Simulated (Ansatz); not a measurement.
Polymorphs of I, each relaxed with the program Ansatz at the LDA level (PAW):

A: C2/m
a = 4.6099 Å, b = 7.0075 Å, c = 2.9107 Å, α = 90.00°, β = 128.80°, γ = 90.00°

| atom | site | symmetry | x | y | z |
|---|---|---|---|---|---|
| I | 2d | 2/m | 0.0000 | 0.5000 | 0.5000 |

B: molecular I2 type (Cmce)
a = 7.1514 Å, b = 4.3226 Å, c = 9.5286 Å, α = 90.00°, β = 90.00°, γ = 90.00°

| atom | site | symmetry | x | y | z |
|---|---|---|---|---|---|
| I | 8f | m.. | 0.0000 | 0.1790 | 0.1231 |

### Question
Order them by energy per atom at 0 K (lowest first) at the level LDA.

### Answer
B (+0 meV/atom), A (+63 meV/atom)

### Question
Give each one's gap.

### Answer
A no gap; B 0.68 eV.

Not the usual ambient phase: A. Weakly bound layers, chains or molecules computed without a dispersion correction, so cells and soft constants are ill determined: B. All cells were relaxed under the symmetry of their starts (and spin orders); stability against distortions was not tested throughout. Scalar-relativistic: spin–orbit coupling is off unless named, which matters more the heavier the elements.

Energies hold the estimated change up to a 700 eV cutoff; steps of a few meV lie near the error of the meshes.

Potentials: the later of the program's two PAW sets.
